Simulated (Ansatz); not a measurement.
An Ansatz (a first-principles code) run. Input:

Ansatz 0.2 input:
```yaml
crystal:
  lattice:
    - [2.3568934779, 1.3607530839, 6.5642192747]
    - [-2.3568934779, 1.3607530839, 6.5642192747]
    - [0.0, -2.7215061679, 6.5642192747]
  atoms:
    - { symbol: Sn, position: [0.0731109969, 0.0731109969, 0.0731109969] }
    - { symbol: Sn, position: [0.9268890031, 0.9268890031, 0.9268890031] }
    - { symbol: Li, position: [0.5, 0.5, 0.5] }
    - { symbol: Li, position: [0.2134051049, 0.2134051049, 0.2134051049] }
    - { symbol: Li, position: [0.7865948951, 0.7865948951, 0.7865948951] }
    - { symbol: Li, position: [0.3543550865, 0.3543550865, 0.3543550865] }
    - { symbol: Li, position: [0.6456449135, 0.6456449135, 0.6456449135] }
kpoints:
  mp_grid: { grid: [10, 10, 10] }
hamiltonian:
  xc: r2scan
  pseudopotentials: { kind: paw }
scf:
  occupations: { method: gaussian, width: 0.1 }
checkpoint: { read: metal.run }
output: { write_density: true, elf: true, volumetric_format: npy }
basis: { fft_grid_basis: typed }
```

Output (shortened):

```
Pseudopotential: Sn, paw, valence charge 14
Pseudopotential: Li, paw, valence charge 3
Functional definition: r2SCAN
Crystal: 7 atoms, lattice volume = 126.315 Å³
Basis set: ecut = 500 eV, 3221 PW (Γ), exchange–correlation on 216×216×216 points (64 copies of the dense FFT grid, shifted against one another)
Bands: 36, of which v1, the nominal top of the filled ones, is band 22 counted from 1 (21 counted from 0)
Symmetry: 12 space group operations
Space group: R-3m (ITA 166), of the structure as read, at distance tolerance 5.0e-5 Å
k-points: 116 of 1000
Stability of the state it starts from, as read at its close in the unpolarized treatment …
iter 1 solved again at ethr=3.84e-7 eV; its pass at ethr=3.10e-3 eV (dr2=1.65e-4 eV) is discarded
SCF iter   1: F=—  HF=-13106.006981 eV  |F-HF|=—  |Δ(HF+E_count)|=         —  Δρ=5.70e-7  dr2=4.02e-10  dr2_τ=1.46e-11  ethr=3.84e-7  ⟨swp⟩=3.1  Hψ=34417  notcnv=0
preconditioner: auto → Kerker (q_TF=auto, 2.280 Å⁻¹)
SCF iter   2: F=—  HF=-13106.006982 eV  |F-HF|=—  |Δ(HF+E_count)|=   9.22e-7  Δρ=2.62e-7  dr2=1.10e-10  dr2_τ=1.52e-11  ethr=1.00e-12  ⟨swp⟩=9.0  Hψ=17000  notcnv=0
SCF iter   3: F=-13106.006982 eV  HF=-13106.006982 eV  |F-HF|=2.91e-11  |Δ(HF+E_count)|=  2.00e-11  Δρ=1.68e-7  dr2=6.07e-11  dr2_τ=1.03e-12  ethr=1.00e-12  ⟨swp⟩=1.0  Hψ=8855  notcnv=0
SCF 1 converged in 3 iterations: F = -13106.006982 eV  dr2 = 6.07e-11
SCF converged after 3 iterations
Free energy (F): -13106.006982 eV
Harris-Foulkes:  -13106.006982 eV  (|F-HF|=2.91e-11)
Internal energy: -13106.001048 eV  (E = F + TS)
E sigma→0 (E₀):  -13106.004015 eV
Entropy (-TS):   -0.005934 eV (-0.848 meV/atom)
Fermi energy:    5.971909 eV
--- Per-component energies (eV) ---
  E_band       = -708.443856
  E_kinetic    = 485.056557
  E_local      = -2860.913415  (includes V_loc(G=0)·N_el)
  E_nonlocal   = -231.486086
  E_hartree    = 1489.024914
  E_xc         = -800.825071
  E_vxc        = -283.274402  (∫ρ·V_xc dr)
  E_paw        = -8431.510210  (= ΣΔE_a)
  E_vpaw       = -813.890164  (= ΣTr[D̂ρ^β])
  E_aug_tail   = -0.000497  (compensation charges beyond the density's cutoff)
  E_vtau       = 18.014266  (kinetic-family band-sum trace: ∫τ·v_τ [+ j·A + Jᵃ·Aᵃ] dr)
  E_ewald      = -2756.817879
  E_core_change = 1.470640  (= ΣΔE_core)
  E_smearing   = -0.005934  (= −TS)
  E_closure    = 0.000000  (closes the sum)
  Σ components = -13106.006982   (vs F -13106.006982, Δ=0.00e0)
  [band-id]    e_kinetic+e_local+e_nonlocal+2·e_hartree+e_vxc+e_vpaw+e_augmentation_tail+e_vtau = -708.443913   (vs E_band -708.443856, Δ=-5.70e-5)
--- Band table (eV; the first three rows and the last of 116) ---
  k-point 0: bands = ["-42.5237", "-42.2118", "-42.1921", "-41.9450", "-41.9408", "-15.9511", "-15.8054", "-15.8054", "-15.7138", "-15.7138", "-15.6954", "-15.6954", "-15.6880", "-15.6880", "-15.6461", "-3.3092", "-0.7268", "2.0794", "5.6180", "5.6180", …
  k-point 1: bands = ["-42.5237", "-42.2113", "-42.1925", "-41.9450", "-41.9409", "-15.9508", "-15.8059", "-15.8054", "-15.7135", "-15.7132", "-15.6953", "-15.6948", "-15.6881", "-15.6880", "-15.6459", "-3.2550", "-0.6902", "2.1540", "4.9657", "5.4090", …
  k-point 2: bands = ["-42.5236", "-42.2101", "-42.1938", "-41.9447", "-41.9412", "-15.9500", "-15.8072", "-15.8055", "-15.7128", "-15.7116", "-15.6952", "-15.6932", "-15.6882", "-15.6878", "-15.6451", "-3.1022", "-0.5883", "2.3575", "3.8876", "5.0201", …
  k-point 115: bands = ["-42.5237", "-42.2118", "-42.1921", "-41.9451", "-41.9407", "-15.9487", "-15.8091", "-15.8091", "-15.7124", "-15.7124", "-15.6949", "-15.6949", "-15.6862", "-15.6862", "-15.6485", "-2.9973", "-1.7115", "4.6067", "5.2796", "5.2796", …
```

Cost: around 40 core-seconds (rough) on shared cores.

The workflow started from an entry of the Crystallography Open Database (COD). Whether it is the stable phase at ambient conditions was not checked. The r²SCAN relaxation kept the symmetry of its start; whether a distortion lowers the energy is not shown. Spin–orbit coupling is left out wherever it is not named.

Potentials: the later of the program's two PAW sets.

Ansatz is a plane-wave DFT program.
